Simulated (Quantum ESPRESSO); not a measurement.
## TiIn3O5N (input and log of a self-consistent run)

Simulated, not a measurement. The program is pw.x of Quantum ESPRESSO 7.5 (plane-wave density functional theory). The cell is made up: 10 atoms on a corundum lattice, with randomly drawn elements, strain and displacements, not relaxed. PseudoDojo standard norm-conserving files (v0.5 for PBE, v0.4.1 for LDA and PBEsol) set the functional; there is no spin polarisation, spin-orbit coupling or dispersion term, and the masses in the input are unused placeholders.

Input:

```
&control calculation='scf', pseudo_dir='./dojo.nc.sr.pbe.v0_5.standard.upf', outdir='./o', disk_io='low', tprnfor=.true., tstress=.true. /
&system ibrav=0, nat=10, ntyp=4, nbnd=49, ecutwfc=84.00895049, nosym=.true., tot_charge=0,
 occupations='smearing', smearing='fd', degauss=0.0018374661
/
&electrons conv_thr=7.350e-09, electron_maxstep=60, /
ATOMIC_SPECIES
In 1.0 In.upf
N 1.0 N.upf
O 1.0 O.upf
Ti 1.0 Ti.upf
CELL_PARAMETERS angstrom
2.7367 1.5191 4.8201
-2.6822 1.5213 4.7885
0.0291 -3.2683 4.8789
ATOMIC_POSITIONS angstrom
Ti -0.0056 -0.113 5.1642
In -0.0683 -0.12 2.2224
In 0.1946 -0.1797 9.3756
In 0.0744 -0.1576 12.3986
O -1.0852 1.4888 8.4435
O -0.7363 -1.9552 8.3938
O 2.0122 -0.0405 8.4011
O 1.1153 -1.6913 6.0932
N 0.9522 1.7113 5.7747
O -1.9215 -0.1772 6.0457
K_POINTS automatic
5 5 5 1 1 1
```

The log is shortened where brackets say so; the opening notice, blank lines, dates and the lines on written files are dropped, and the path of the files is cut. It prints rydbergs, bohrs and kilobars, and counts compression as positive stress.

```
     Program PWSCF v.7.5
     Parallel version (MPI & OpenMP), running on       4 processor cores
     Number of MPI processes:                 4
     Threads/MPI process:                     1
     [start-up lines left out]
     bravais-lattice index     =            0
     lattice parameter (alat)  =      10.8607  a.u.
     unit-cell volume          =     845.3924 (a.u.)^3
     number of atoms/cell      =           10
     number of atomic types    =            4
     number of electrons       =        86.00
     number of Kohn-Sham states=           49
     kinetic-energy cutoff     =      84.0090  Ry
     charge density cutoff     =     336.0358  Ry
     scf convergence threshold =      7.3E-09
     mixing beta               =       0.7000
     number of iterations used =            8  plain     mixing
     Exchange-correlation= PBE
                           (   1   4   3   4   0   0   0)
     [axes and pseudopotential details left out]
   Cartesian axes
     site n.     atom                  positions (alat units)
         1        Ti     tau(   1) = (  -0.0009744  -0.0196617   0.8985559  )
         2        In     tau(   2) = (  -0.0118840  -0.0208797   0.3866912  )
         3        In     tau(   3) = (   0.0338598  -0.0312673   1.6313274  )
         4        In     tau(   4) = (   0.0129454  -0.0274219   2.1573207  )
         5        O      tau(   5) = (  -0.1888217   0.2590469   1.4691447  )
         6        O      tau(   6) = (  -0.1281141  -0.3401992   1.4604970  )
         7        O      tau(   7) = (   0.3501170  -0.0070469   1.4617672  )
         8        O      tau(   8) = (   0.1940590  -0.2942813   1.0601993  )
         9        N      tau(   9) = (   0.1656801   0.2977613   1.0047812  )
        10        O      tau(  10) = (  -0.3343355  -0.0308323   1.0519344  )
     number of k points=    63  Fermi-Dirac smearing, width (Ry)=  0.0018
                       cart. coord. in units 2pi/alat
        k(    1) = (  -0.0006934   0.0018543   0.1190438), wk =   0.0320000
        k(    2) = (  -0.0012312  -0.2370110   0.1946298), wk =   0.0320000
     [further k points left out]
     Dense  grid:    87971 G-vectors     FFT dimensions: (  64,  64,  72)
     Estimated max dynamical RAM per process >     268.23 MB
     Estimated total dynamical RAM >    1008.47 MB
     Initial potential from superposition of free atoms
     starting charge      85.9867, renormalised to      86.0000
     Starting wfcs are   61 randomized atomic wfcs
     total cpu time spent up to now is        5.9 secs
     per-process dynamical memory:   218.1 Mb
     Self-consistent Calculation
     iteration #  1     ecut=    84.01 Ry     beta= 0.70
     Davidson diagonalization with overlap
     ethr =  1.00E-02,  avg # of iterations =  2.0
     total cpu time spent up to now is       15.5 secs
     total energy              =    -701.56364273 Ry
     estimated scf accuracy    <       3.91734092 Ry
     iteration #  2     ecut=    84.01 Ry     beta= 0.70
     Davidson diagonalization with overlap
     ethr =  4.56E-03,  avg # of iterations =  4.1
     total cpu time spent up to now is       28.7 secs
     total energy              =    -697.82357821 Ry
     estimated scf accuracy    <      51.50695409 Ry
     iteration #  3     ecut=    84.01 Ry     beta= 0.70
     Davidson diagonalization with overlap
     ethr =  4.56E-03,  avg # of iterations =  3.9
     total cpu time spent up to now is       40.6 secs
     total energy              =    -703.55313868 Ry
     estimated scf accuracy    <       2.28340470 Ry
     iteration #  4     ecut=    84.01 Ry     beta= 0.70
     Davidson diagonalization with overlap
     ethr =  2.66E-03,  avg # of iterations =  2.0
     total cpu time spent up to now is       51.1 secs
     total energy              =    -703.70933934 Ry
     estimated scf accuracy    <       0.57678374 Ry
     iteration #  5     ecut=    84.01 Ry     beta= 0.70
     Davidson diagonalization with overlap
     ethr =  6.71E-04,  avg # of iterations =  2.7
     total cpu time spent up to now is       62.5 secs
     total energy              =    -703.67731248 Ry
     estimated scf accuracy    <       0.24802234 Ry
     [iterations 6 to 10 left out]
     iteration # 11     ecut=    84.01 Ry     beta= 0.70
     Davidson diagonalization with overlap
     ethr =  9.79E-08,  avg # of iterations =  2.4
     total cpu time spent up to now is      133.2 secs
     total energy              =    -703.71082665 Ry
     estimated scf accuracy    <       0.00001896 Ry
     iteration # 12     ecut=    84.01 Ry     beta= 0.70
     Davidson diagonalization with overlap
     ethr =  2.20E-08,  avg # of iterations =  2.7
     total cpu time spent up to now is      143.2 secs
     total energy              =    -703.71082824 Ry
     estimated scf accuracy    <       0.00000159 Ry
     iteration # 13     ecut=    84.01 Ry     beta= 0.70
     Davidson diagonalization with overlap
     ethr =  1.85E-09,  avg # of iterations =  4.0
     total cpu time spent up to now is      154.5 secs
     total energy              =    -703.71082855 Ry
     estimated scf accuracy    <       0.00000025 Ry
     iteration # 14     ecut=    84.01 Ry     beta= 0.70
     Davidson diagonalization with overlap
     ethr =  2.90E-10,  avg # of iterations =  3.3
     total cpu time spent up to now is      165.8 secs
     total energy              =    -703.71082857 Ry
     estimated scf accuracy    <       0.00000006 Ry
     iteration # 15     ecut=    84.01 Ry     beta= 0.70
     Davidson diagonalization with overlap
     ethr =  7.24E-11,  avg # of iterations =  2.8
     total cpu time spent up to now is      176.7 secs
     End of self-consistent calculation
     [lines on levels left out]
!    total energy              =    -703.71082858 Ry
     estimated scf accuracy    <          1.9E-09 Ry
     smearing contrib. (-TS)   =      -0.00000000 Ry
     internal energy E=F+TS    =    -703.71082858 Ry
     The total energy is F=E-TS. E is the sum of the following terms:
     one-electron contribution =    -171.64043561 Ry
     hartree contribution      =     151.51024512 Ry
     xc contribution           =    -186.07593631 Ry
     ewald contribution        =    -497.50470178 Ry
     convergence has been achieved in  15 iterations
     Forces acting on atoms (cartesian axes, Ry/au):
     atom    1 type  4   force =     0.08663650    0.06227410    0.05225183
     atom    2 type  1   force =     0.01768260    0.06567704   -0.10626928
     atom    3 type  1   force =    -0.10493241    0.02163993   -0.04735150
     atom    4 type  1   force =     0.01830946   -0.11085935   -0.02747069
     atom    5 type  3   force =    -0.00080204   -0.04044742    0.03678266
     atom    6 type  3   force =    -0.01262445    0.01449988    0.07842910
     atom    7 type  3   force =    -0.01162430    0.08483999    0.07792934
     atom    8 type  3   force =    -0.06054237    0.07904178   -0.04738621
     atom    9 type  2   force =    -0.06076913   -0.14298631    0.05080900
     atom   10 type  3   force =     0.12866614   -0.03367965   -0.06772425
     Total force =     0.375772     Total SCF correction =     0.000144
     Computing stress (Cartesian axis) and pressure
          total   stress  (Ry/bohr**3)                   (kbar)     P=       55.49
   0.00020791  -0.00021338  -0.00016030           30.58      -31.39      -23.58
  -0.00021338   0.00022423   0.00026974          -31.39       32.99       39.68
  -0.00016030   0.00026974   0.00069952          -23.58       39.68      102.90
     init_run     :      5.68s CPU      5.84s WALL (       1 calls)
     electrons    :    170.18s CPU    170.85s WALL (       1 calls)
     forces       :      1.25s CPU      1.26s WALL (       1 calls)
     stress       :      3.83s CPU      3.83s WALL (       1 calls)
     [timing details left out]
     PWSCF        :   3m 1.06s CPU   3m 1.94s WALL
     JOB DONE.
```

In other units: free energy -9574.474 eV for the cell, pressure 5.55 GPa, largest force component 3.676 eV/Å. A rerun of this cell at a cutoff of 1437 eV and k mesh 7 x 7 x 7 moved values by no more than 0.003 eV in energy, 0.03 GPa in stress and 0.002 eV/Å in force.